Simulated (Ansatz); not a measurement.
BP:
```yaml
crystal:
  lattice:
    - [5.56831, 0.00000, 0.00000]
    - [0.00000, 5.56831, 0.00000]
    - [0.00000, 0.00000, 3.20537]
  atoms:
    - { symbol: B, position: [0.17829, 0.17829, 0.00000] }
    - { symbol: B, position: [0.82171, 0.82171, 0.00000] }
    - { symbol: P, position: [0.81938, 0.18062, 0.00000] }
    - { symbol: P, position: [0.18062, 0.81938, 0.00000] }
    - { symbol: P, position: [0.68062, 0.68062, 0.50000] }
    - { symbol: P, position: [0.31938, 0.31938, 0.50000] }
    - { symbol: B, position: [0.32171, 0.67829, 0.50000] }
    - { symbol: B, position: [0.67829, 0.32171, 0.50000] }
```

Relaxed with PBE. Special points in fractions of this cell's reciprocal vectors: Γ (0.000, 0.000, 0.000); X (0.000, 0.500, 0.000); M (0.500, 0.500, 0.000); Z (0.000, 0.000, 0.500); R (0.000, 0.500, 0.500); A (0.500, 0.500, 0.500).

Question: List the band energies nearest the valence-band maximum at these points for the program Ansatz at the PBE level (PAW).

Answer: In eV from the valence-band maximum; about four levels below and three above (degenerate sets whole), none deeper than 8.9 eV; points with the same levels are listed once.

```csv
k,below,above
Γ,-0.74 -0.36 0.00 0.00,1.35 2.12 2.68 2.68
X,-1.75 -1.75 -1.39 -1.39,2.21 2.21 3.42 3.42
M,-2.61 -2.61 -2.29 -2.29,2.67 2.67 3.04 3.04
Z,-3.64 -3.64 -3.62 -3.62,1.59 1.59 4.96 4.96
R,-3.39 -3.39 -2.06 -2.06,1.59 1.59 4.09 4.09
A,-2.84 -2.84 -2.84 -2.84,1.54 1.54 2.43 2.43
```

Space group P4_2/mnm. The start of the workflow was typed in or built on a structure type; neither database checked (COD, Materials Project) lists it. It is not the phase usual at ambient conditions (space group No. 216). The PBE relaxation kept the symmetry of its start; its stability against distortions is not shown here.

Potentials: the earlier of the program's two PAW sets.
